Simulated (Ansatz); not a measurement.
Cl:
```
Cl
1.0
    2.86000     0.00000     0.00000
    0.00000     2.86000     0.00000
    0.00000     0.00000     2.86000
Cl
1
Cartesian
  0.00000   0.00000   0.00000
```

Relaxed with PBE. Special points in fractions of this cell's reciprocal vectors: Γ (0.000, 0.000, 0.000); X (0.000, 0.500, 0.000); M (0.500, 0.500, 0.000); R (0.500, 0.500, 0.500).

Q: List the band energies nearest the Fermi level at these points for PBE (plane waves, PAW; program Ansatz).

A: In eV from the Fermi level; about four levels below and three above (degenerate sets whole), none deeper than 8.9 eV; … stands for higher levels left out; points with the same levels are listed once.

| k | below | above |
|---|---|---|
| Γ | -0.14 -0.14 -0.14 | 8.20 … |
| X | -5.02 | 0.46 0.46 11.45 |
| M | -3.89 -3.89 | 0.98 6.52 … |
| R | -2.96 -2.96 -2.96 | … |

Space group Pm-3m (simple cubic). The cell is a constructed one: a structure type filled with these elements; neither database checked (COD, Materials Project) lists it. It is not the usual solid phase (space group No. 64). The cell was relaxed with PBE under the symmetry of its start; its stability against distortions is not shown here. The substance is a gas or liquid at ambient conditions. With an odd number of electrons in the cell and no spin polarisation, the count alone makes it a metal.

Potentials: the later of the program's two PAW sets.
